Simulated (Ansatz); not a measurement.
Al$_{2}$O$_{3}$:
```xyz
10
Lattice="2.4009 1.3862 4.4684 -2.4009 1.3862 4.4684 0.0000 -2.7724 4.4684" Properties=species:S:1:pos:R:3 pbc="T T T"
Al     0.0000     0.0000     0.0000
Al     0.0000     0.0000     6.7027
Al     0.0000     0.0000     4.1120
Al     0.0000     0.0000     9.2933
O     -1.4715    -0.0495     7.9336
O      1.4715     0.0495     5.4718
O      0.6929     1.2992     7.9336
O     -0.6929    -1.2992     5.4718
O      0.7787    -1.2496     7.9336
O     -0.7787     1.2496     5.4718
```

Relaxed with r²SCAN. Special points in fractions of this cell's reciprocal vectors: Γ (0.000, 0.000, 0.000); T (0.500, 0.500, 0.500); H2 (0.769, 0.231, 0.500); H0 (0.500, -0.231, 0.231); L (0.500, 0.000, 0.000); S0 (0.365, -0.365, 0.000); S2 (0.635, 0.000, 0.365); F (0.500, 0.000, 0.500).

**Question.** List the band energies nearest the valence-band maximum at these points for the program Ansatz at the r²SCAN level (PAW).

**Answer.** In eV from the valence-band maximum; about four levels below and three above (degenerate sets whole), none deeper than 8.9 eV; points with the same levels are listed once.

| k | below | above |
|---|---|---|
| Γ | -0.81 -0.81 -0.05 -0.03 -0.03 | 6.88 9.97 11.96 |
| T | -0.85 -0.85 -0.08 -0.08 | 9.21 9.21 11.65 |
| H2 | -0.89 -0.80 -0.53 -0.32 | 10.11 10.36 10.83 |
| L | -1.02 -1.02 -0.90 -0.25 -0.25 | 10.01 10.13 10.47 |
| S0 | -0.88 -0.73 -0.46 -0.34 | 9.86 10.38 10.71 |
| F | -0.90 -0.78 -0.46 -0.42 | 10.21 10.29 10.99 |

Space group R-3. The workflow started from a Materials Project entry (that database holds measured and hypothetical structures alike); the Crystallography Open Database copy checked does not list it. It is not the phase usual at ambient conditions (space group No. 167). The cell was relaxed with r²SCAN under the symmetry of its start; its stability against distortions is not shown here.

Potentials: the later of the program's two PAW sets.
